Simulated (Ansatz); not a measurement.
TaTe:
```yaml
crystal:
  lattice:
    - [3.37722, 0.00000, 0.00000]
    - [0.00000, 3.37722, 0.00000]
    - [0.00000, 0.00000, 3.37722]
  atoms:
    - { symbol: Ta, position: [0.00000, 0.00000, 0.00000] }
    - { symbol: Te, position: [0.50000, 0.50000, 0.50000] }
```

Relaxed with PBEsol. Special points in fractions of this cell's reciprocal vectors: Γ (0.000, 0.000, 0.000); X (0.000, 0.500, 0.000); M (0.500, 0.500, 0.000); R (0.500, 0.500, 0.500).

Q: List the band energies nearest the Fermi level at these points for PBEsol with spin–orbit coupling (plane waves, PAW; program Ansatz).

A: In eV from the Fermi level; about four levels below and three above (degenerate sets whole), none deeper than 8.9 eV; points with the same levels are listed once.

| k | below | above |
|---|---|---|
| Γ | -1.05 -1.05 -1.05 -1.05 | 1.32 1.32 1.32 1.32 |
| X | -2.88 -2.88 -2.13 -2.13 | 1.65 1.65 2.87 2.87 |
| M | -0.42 -0.42 -0.24 -0.24 | 0.54 0.54 1.58 1.58 |
| R | -6.85 -6.85 -6.85 -6.85 | 0.64 0.64 1.97 1.97 1.97 1.97 |

Space group Pm-3m (CsCl type). The start of the workflow was typed in or built on a structure type; neither database checked (COD, Materials Project) lists it. Whether it is the stable phase at ambient conditions was not checked. The PBEsol relaxation kept the symmetry of its start; its stability against distortions is not shown here. No spin polarisation was allowed. With an odd number of electrons in the cell and no spin polarisation, the count alone makes it a metal.

Potentials: the later of the program's two PAW sets.
